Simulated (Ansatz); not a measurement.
Q: Name crystals whose computed values (the program Ansatz at the LDA level (PAW)) fall in these windows: highest Γ mode, no LO–TO term (cm⁻¹) 590 to 690; B₀ by P(V) fit (GPa) 160 to 220.

A: 

```json
[
 {"crystal": "TiO2, anatase", "highest Γ mode, no LO–TO term (cm⁻¹)": "637", "B₀ by P(V) fit (GPa)": "189"},
 {"crystal": "YB2, P6/mmm (Y on 1a, B on 2d)", "highest Γ mode, no LO–TO term (cm⁻¹)": "627", "B₀ by P(V) fit (GPa)": "180"},
 {"crystal": "AlN, zinc blende", "highest Γ mode, no LO–TO term (cm⁻¹)": "664", "B₀ by P(V) fit (GPa)": "210"},
 {"crystal": "LaScO3, Pnma (La on 4c, Sc on 4a, O on 4c, O on 8d)", "highest Γ mode, no LO–TO term (cm⁻¹)": "682", "B₀ by P(V) fit (GPa)": "179"},
 {"crystal": "Ti3InN, anti-perovskite", "highest Γ mode, no LO–TO term (cm⁻¹)": "626", "B₀ by P(V) fit (GPa)": "180"}
]
```
Others may fit too.

Standing as an ambient phase not checked: YB2, P6/mmm (Y on 1a, B on 2d); Ti3InN, anti-perovskite. All cells were relaxed under the symmetry of their starts (and spin orders); stability against distortions was not tested throughout. Rows with no word on spin ran without spin polarisation. Spin–orbit coupling is left out wherever it is not named.

Potentials: the later of the program's two PAW sets.
